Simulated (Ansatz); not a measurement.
Here is an unrelaxed guess for Si5Br2.

```xyz
7
Lattice="4.5010 0.0000 0.0000 0.0000 4.7703 0.0000 0.0000 0.0000 7.6102" Properties=species:S:1:pos:R:3 pbc="T T T"
Si    0.0000    0.0000    2.4276
Si    0.0000    0.0000    5.1825
Si    2.2505    2.3851    3.8051
Si    2.2505    0.0000    0.0000
Si    0.0000    2.3851    0.0000
Br    2.2505    0.0000    3.8051
Br    0.0000    0.0000    0.0000
```

These are results of Ansatz 0.2.0, DFT PBE, scalar-relativistic, plane waves, PAW, not measurements. Plane waves to 420 eV, a k mesh through Γ of 4×4×2 on the computed 7-atom cell and Gaussian smearing (0.10 eV); no spin polarisation.

Formation energies are uncorrected and refer to the elements' standard structures at the same level. The references include crystalline Br.

Task: What does a single point on this coarse mesh give?

Result: The pressure is 13.1 GPa (the mean over three directions, positive in compression), the largest force is 1.19 eV/Å, and the energy is +1.94 eV/atom against the elements. The shortest distance is 2.25 Å.

Task: How much does it gain on relaxing, and where does it end?

Result: Relaxing gains about 0.35 eV/atom (the start's value is from the coarse mesh, so the gain is rough) in 12 ionic steps and ends at +1.59 eV/atom on the finer mesh. The symmetry stays Pmmm (No. 47). The volume per atom grows by 31.7 %, from 23.3 to 30.7 Å³. The shortest distance goes from 2.25 Å (Si–Br) to 2.33 Å (Si–Si). Conventional cell: a = 5.207 Å, b = 5.214 Å, c = 7.922 Å. Si on a site of symmetry mm2 is surrounded by 1 Si at 2.33 Å and 3 Br at 2.80–2.85 Å; Si on a site of symmetry mmm has 2 Br at 2.61 Å; around Br on its first site lie 2 Si at 2.61 Å and 4 Si at 2.85 Å; 3 more sites not described.

The last run used an 8×8×6 mesh (in the run's order of axes) for its 7-atom cell and Gaussian smearing of 0.10 eV. The cell is a metal run without spin; a magnetic state may lie lower. The reference form of Br is held partly by dispersion forces, which this level lacks. The relaxation can't lower the symmetry of the start. A structure relaxed within its symmetry needn't be a true minimum.
